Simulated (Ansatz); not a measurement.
Input and command of a calculation in Ansatz (plane waves; scalar-relativistic PAW potentials unless the input names others):

```yaml
crystal:
  lattice:
    - [2.8669036825, 0.0, 0.0]
    - [0.0, 2.8669036825, 0.0]
    - [0.0, 0.0, 25.0816211046]
  atoms:
    - { symbol: Ag, position: [0.5, 0.5, 0.3388935654] }
    - { symbol: Ag, position: [0.0, 0.0, 0.4197179677] }
    - { symbol: Ag, position: [0.5, 0.5, 0.500816276] }
    - { symbol: Ag, position: [0.0, 0.0, 0.5799214924] }
    - { symbol: O, position: [0.0, 0.3333333333, 0.6456679275] }
basis:
  ecutwfc: 420
kpoints:
  mp_grid: { grid: [10, 10, 1] }
hamiltonian:
  xc: pbesol
scf:
  occupations: { method: gaussian, width: 0.1 }
  initial_density: { chi_scale: 0.0 }
output:
  forces: true
  eigenvalues: true
efield:
  axis: 3
  dipole_correction: true
  ramp_width: 0.04
```

```bash
ansatz run input.yaml --threads 2 --pin off --max-ram 5120MiB --backend cpu --events-out ev --progress --plain --runs-dir out
```

Abridged log:
```
Basis set: ecut = 420 eV, 4047 PW (Γ), exchange–correlation on 40×40×360 points (8 copies of the dense FFT grid, shifted against one another)
Bands: 50, of which v1, the nominal top of the filled ones, is band 41 counted from 1 (40 counted from 0)
Symmetry: 2 space group operations
k-points: 36 of 100 (time reversal used)
SCF iter   1: F=—  HF=-30649.927171 eV  |F-HF|=—  |Δ(HF+E_count)|=         —  Δρ=8.90e-2  dr2=5.82e1  ethr=3.10e-3  p=-0.001 e·Å  D=-1.29e-3 V/Å  ΔV_dip=0.03 eV  dr2_dipole=1.90e1  V_vac-E_F(+/−)=6.00/5.97 eV  ⟨swp⟩=8.0  Hψ=7727  notcnv=0  defer=25
efield: sawtooth ramp at fractional position 0.9723 (placed from the atoms, in the widest stretch of the axis that holds none; the zero of the levels goes with the place), width 0.0400; the density the first Hamiltonian is built on has a dipole p = -0.001 e·Å; the dipole correction subtracts the counter field D = -1.29e-3 V/Å, which shifts the + side's vacuum level by +0.03 eV against the − side's; the planar-averaged density in the ramp window peaks in size at 3.8e-6 e/Å³
SCF iter   2: F=—  HF=-30651.020092 eV  |F-HF|=—  |Δ(HF+E_count)|=    1.09e0  Δρ=1.43e-1  dr2=2.04e2  ethr=3.10e-3  p=-0.353 e·Å  D=-3.10e-1 V/Å  ΔV_dip=7.76 eV  dr2_dipole=8.96e1  V_vac-E_F(+/−)=9.03/1.26 eV  ⟨swp⟩=4.1  Hψ=4912  notcnv=0  defer=121  recentre
SCF iter   3: F=—  HF=-30645.913385 eV  |F-HF|=—  |Δ(HF+E_count)|=    5.11e0  Δρ=5.27e-2  dr2=2.72e1  ethr=3.10e-3  p=-0.096 e·Å  D=-8.40e-2 V/Å  ΔV_dip=2.11 eV  dr2_dipole=9.51e0  V_vac-E_F(+/−)=7.61/5.50 eV  ⟨swp⟩=3.0  Hψ=4076  notcnv=0  defer=118
SCF iter   4: F=—  HF=-30644.702728 eV  |F-HF|=—  |Δ(HF+E_count)|=    1.21e0  Δρ=2.05e-2  dr2=2.84e0  ethr=3.10e-3  p=-0.137 e·Å  D=-1.20e-1 V/Å  ΔV_dip=3.02 eV  dr2_dipole=1.02e0  V_vac-E_F(+/−)=8.25/5.23 eV  ⟨swp⟩=2.3  Hψ=2339  notcnv=0  defer=135
SCF iter   5: F=—  HF=-30644.701737 eV  |F-HF|=—  |Δ(HF+E_count)|=   9.91e-4  Δρ=2.14e-2  dr2=5.01e0  ethr=3.10e-3  p=-0.200 e·Å  D=-1.75e-1 V/Å  ΔV_dip=4.39 eV  dr2_dipole=1.87e0  V_vac-E_F(+/−)=8.67/4.27 eV  ⟨swp⟩=2.1  Hψ=2258  notcnv=0  defer=121
SCF iter   6: F=—  HF=-30644.594217 eV  |F-HF|=—  |Δ(HF+E_count)|=   1.08e-1  Δρ=6.21e-3  dr2=3.36e-1  ethr=3.10e-3  p=-0.203 e·Å  D=-1.78e-1 V/Å  ΔV_dip=4.48 eV  dr2_dipole=1.26e-1  V_vac-E_F(+/−)=8.77/4.30 eV  ⟨swp⟩=1.8  Hψ=2040  notcnv=0  defer=113
SCF iter   7: F=—  HF=-30644.576618 eV  |F-HF|=—  |Δ(HF+E_count)|=   1.76e-2  Δρ=2.31e-3  dr2=3.15e-2  ethr=4.10e-4  p=-0.201 e·Å  D=-1.77e-1 V/Å  ΔV_dip=4.43 eV  dr2_dipole=9.45e-3  V_vac-E_F(+/−)=8.80/4.37 eV  ⟨swp⟩=2.0  Hψ=2679  notcnv=0  defer=111
SCF iter   8: F=—  HF=-30644.576185 eV  |F-HF|=—  |Δ(HF+E_count)|=   4.33e-4  Δρ=6.95e-4  dr2=2.22e-3  ethr=3.84e-5  p=-0.200 e·Å  D=-1.75e-1 V/Å  ΔV_dip=4.40 eV  dr2_dipole=4.78e-4  V_vac-E_F(+/−)=8.79/4.40 eV  ⟨swp⟩=1.6  Hψ=1942  notcnv=0  defer=111
SCF iter   9: F=—  HF=-30644.576234 eV  |F-HF|=—  |Δ(HF+E_count)|=   4.85e-5  Δρ=3.84e-4  dr2=1.44e-3  ethr=2.71e-6  p=-0.199 e·Å  D=-1.75e-1 V/Å  ΔV_dip=4.39 eV  dr2_dipole=4.77e-4  V_vac-E_F(+/−)=8.80/4.41 eV  ⟨swp⟩=1.7  Hψ=2141  notcnv=0  defer=111
SCF iter  10: F=—  HF=-30644.576227 eV  |F-HF|=—  |Δ(HF+E_count)|=   6.41e-6  Δρ=1.52e-4  dr2=1.67e-4  ethr=1.76e-6  p=-0.200 e·Å  D=-1.75e-1 V/Å  ΔV_dip=4.40 eV  dr2_dipole=6.98e-5  V_vac-E_F(+/−)=8.81/4.41 eV  ⟨swp⟩=1.0  Hψ=1696  notcnv=0  defer=111
SCF iter  11: F=—  HF=-30644.576230 eV  |F-HF|=—  |Δ(HF+E_count)|=   2.41e-6  Δρ=5.29e-5  dr2=1.88e-5  ethr=2.04e-7  p=-0.200 e·Å  D=-1.75e-1 V/Å  ΔV_dip=4.39 eV  dr2_dipole=3.62e-6  V_vac-E_F(+/−)=8.81/4.42 eV  ⟨swp⟩=1.9  Hψ=1990  notcnv=0  defer=111
SCF iter  12: F=—  HF=-30644.576087 eV  |F-HF|=—  |Δ(HF+E_count)|=   1.43e-4  Δρ=3.62e-5  dr2=8.29e-6  ethr=2.29e-8  p=-0.200 e·Å  D=-1.75e-1 V/Å  ΔV_dip=4.39 eV  dr2_dipole=2.67e-6  V_vac-E_F(+/−)=8.81/4.42 eV  ⟨swp⟩=1.9  Hψ=2285  notcnv=0  defer=111
SCF iter  13: F=—  HF=-30644.576087 eV  |F-HF|=—  |Δ(HF+E_count)|=   1.67e-7  Δρ=2.36e-5  dr2=3.12e-6  ethr=1.01e-8  p=-0.200 e·Å  D=-1.75e-1 V/Å  ΔV_dip=4.39 eV  dr2_dipole=9.72e-7  V_vac-E_F(+/−)=8.81/4.42 eV  ⟨swp⟩=1.1  Hψ=1697  notcnv=0  defer=111
SCF iter  14: F=—  HF=-30644.576087 eV  |F-HF|=—  |Δ(HF+E_count)|=   1.58e-8  Δρ=6.32e-6  dr2=1.96e-7  ethr=3.81e-9  p=-0.200 e·Å  D=-1.75e-1 V/Å  ΔV_dip=4.39 eV  dr2_dipole=4.57e-8  V_vac-E_F(+/−)=8.81/4.42 eV  ⟨swp⟩=1.4  Hψ=1833  notcnv=0  defer=111
SCF iter  15: F=-30644.576087 eV  HF=-30644.576087 eV  |F-HF|=1.02e-8  |Δ(HF+E_count)|=   4.98e-8  Δρ=1.47e-6  dr2=9.47e-9  ethr=1.22e-10  p=-0.200 e·Å  D=-1.75e-1 V/Å  ΔV_dip=4.39 eV  dr2_dipole=8.09e-10  V_vac-E_F(+/−)=8.81/4.42 eV  ⟨swp⟩=17.3  Hψ=9673  notcnv=0
SCF 1 converged in 15 iterations: F = -30644.576087 eV  dr2 = 9.47e-9
SCF converged after 15 iterations
Free energy (F): -30644.576087 eV
Harris-Foulkes:  -30644.576087 eV  (|F-HF|=1.02e-8)
Internal energy: -30644.551053 eV  (E = F + TS)
E sigma→0 (E₀):  -30644.563570 eV
Entropy (-TS):   -0.025034 eV (-5.007 meV/atom)
Fermi energy:    1.553441 eV
Dipole field:    D = -0.175158 V/Å  (p = -0.199549 e·Å, saw-weighted, corrected)
Work function:   Φ+ = 8.8141 eV   Φ− = 4.4208 eV
Levels:          The Fermi level and band energies are counted from a zero that moves with the ramp; work functions are not
--- Forces (eV/Å), atoms counted from 1 ---
  atom   1  Ag     0.00000000    -0.00072085     0.14864545
  atom   2  Ag     0.00000000    -0.00577972    -0.08290977
  atom   3  Ag     0.00000000     0.02341408    -0.09660268
  atom   4  Ag     0.00000000    -1.45187717     0.03295519
  atom   5  O      0.00000000     1.43496582    -0.00207881
```

Apart from outputs, empty bands and the relaxation, which only the reference makes, the input differs from a reference run on usual settings in scf.initial_density.chi_scale: not typed → 0.0. The reference, at the same geometry, ended its own course with largest force 1.452 eV/Å (on an atom or along a direction that it held fixed), no gap on the mesh. This run converged in 15 SCF iterations with an energy at zero smearing within 0.01 meV/atom of the reference's, largest force 1.452 eV/Å, no gap on the mesh.

It took 8.6 s on 2 threads of Intel(R) Xeon(R) 6975P-C (Granite Rapids), with other jobs on the host, peak memory 0.57 GiB.